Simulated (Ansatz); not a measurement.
Relaxed-ion elastic tensor of LiF (rock salt, Fm-3m) in GPa (Voigt order), DFT-PBEsol in the program Ansatz with PAW potentials; density 2.68 g/cm³, 8.05 Å³ per atom.

```
 125  45.5  45.5   0.0   0.0   0.0
45.5   125  45.5   0.0   0.0   0.0
45.5  45.5   125   0.0   0.0   0.0
 0.0   0.0   0.0  61.9   0.0   0.0
 0.0   0.0   0.0   0.0  61.9   0.0
 0.0   0.0   0.0   0.0   0.0  61.9
```

Q: Is the crystal mechanically stable?

A: Yes: the smallest eigenvalue of C is 61.9 GPa.

Q: Work out the Voigt, Reuss and Hill averages.

A: K_V = 72.1, K_R = 72.1, K_H = 72.1; G_V = 53.1, G_R = 50.7, G_H = 51.9 GPa.

Q: Give Young's modulus, Poisson's ratio, Pugh's ratio and the universal anisotropy index.

A: E = 9KG/(3K + G) = 126 GPa; ν = 0.21; K/G = 1.39 (brittle by the Pugh limit of 1.75); A_U = 5G_V/G_R + K_V/K_R − 6 = 0.23.

Q: Estimate the sound speeds and the Debye temperature.

A: v_l = √((K + 4G/3)/ρ) = 7270 m/s, v_t = √(G/ρ) = 4400 m/s, mean 4870 m/s; Θ = (h/k)(3n/4πV)^(1/3) v_m = 723 K.

Q: Give the Zener ratio and Young's modulus along [100], [110] and [111].

A: A = 2C44/(C11 − C12) = 1.55; 1/E = S11 − 2(S11 − S12 − S44/2)Γ with Γ = 0, 1/4, 1/3 gives 101, 130, 144 GPa.

Q: Solve the Christoffel equation for the three sound speeds along [100], [110], [111].

A: Eigenvalues of C_ijkl n_j n_l equal ρv². In km/s, slowest first: [100] 4.81, 4.81, 6.84; [110] 3.86, 4.81, 7.42; [111] 4.20, 4.20, 7.60.

Symmetry was held in the PBEsol relaxation.

Potentials: the later of the program's two PAW sets.
